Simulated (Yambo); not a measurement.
## Si: sweep of GW parameters

G0W0@PBEsol for Si (diamond, space group Fd-3m, No. 227) in Yambo. Reference settings: 4×4×4 Γ-centred k mesh, 148 bands and a 14 Ry block in the screening, 148 bands in G with the Bruneval-Gonze terminator, plasmon pole fitted at 27.2 eV. The PBEsol gap Γ → X on this mesh is 0.60 eV; G0W0 gaps are taken between the same points.

```
change from the reference     G0W0 gap Γ → X (eV)  shift of the valence edge (eV)        rough Yambo cost
----------------------------  -------------------  ------------------------------  ----------------------
reference settings                           1.34                           -0.78                       1
47 bands in W, 47 bands in G                 1.29                           -0.61               about 1/3
90 bands in W, 90 bands in G                 1.32                           -0.73  within a factor of two
47 bands in G                                1.34                           -0.78                       –
1 Ry block                                   1.05                            0.03              about 1/20
6 Ry block                                   1.25                           -0.65               about 1/7
11 Ry block                                  1.32                           -0.77               about 1/3
pole fitted at 40 eV                         1.35                           -0.84                       –
no random integration                        1.31                           -0.60                       –
47 bands in G, no terminator                 1.25                           -0.53                       –
90 bands in G, no terminator                 1.30                           -0.70                       –
no terminator                                1.32                           -0.75                       –
```

The reference isn't shown to be the converged limit. Costs are rough (shared machines), scaled to the same edge states, and given only for runs that recompute the screening. The mesh misses a band edge: along a dense path the PBEsol gap is 0.46 eV against 0.60 eV on the mesh.

Geometry relaxed with PBEsol; primitive cell a = b = c = 3.8412 Å, α = β = γ = 60.00°.

A shift is the quasiparticle energy of the state minus its PBEsol energy.
